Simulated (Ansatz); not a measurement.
A trial cell of Ru was relaxed with r2SCAN (plane waves to 500 eV, PAW, scalar-relativistic; Ansatz, a program for electronic structure).

Before: R-3m, hexagonal axes (No. 166), hR1; a = b = 3.642 Å, c = 3.526 Å, α = β = 90.00°, γ = 120.00°.

After relaxation:

Simulated powder pattern, Cu Kα, λ = 1.54184 Å (kinematic, ideal powder, no thermal factors, no anomalous dispersion; the 24 strongest lines at most, above 1 %, up to 2θ = 90°):

```csv
2θ (°),I/Imax (%)
36.06,100
51.91,67
64.83,22
76.48,10
87.58,30
```

Task: Identify the relaxed structure from its pattern: crystal system, space group and cell.

Result: Cubic, Pm-3m (No. 221), cP1, simple cubic type; a = 2.491 Å, b = 2.491 Å, c = 2.491 Å, α = 90.00°, β = 90.00°, γ = 90.00°. Sites: Ru 1a (0.000, 0.000, 0.000).

Task: Index the strongest lines.

Result: 36.06° (100), 51.91° (110), 64.83° (111), 76.48° (200), 87.58° (210).

No spin polarisation in the result.

The run could not lose the symmetry of its start: the end is stationary, and may be a saddle point rather than a minimum.

The relaxed structure here is a generated cell of Ru: the first start was made by placing the elements on the sites of a structure type, and the end was not matched to a known phase here, so it may be hypothetical. Known forms of Ru include space group No. 194.
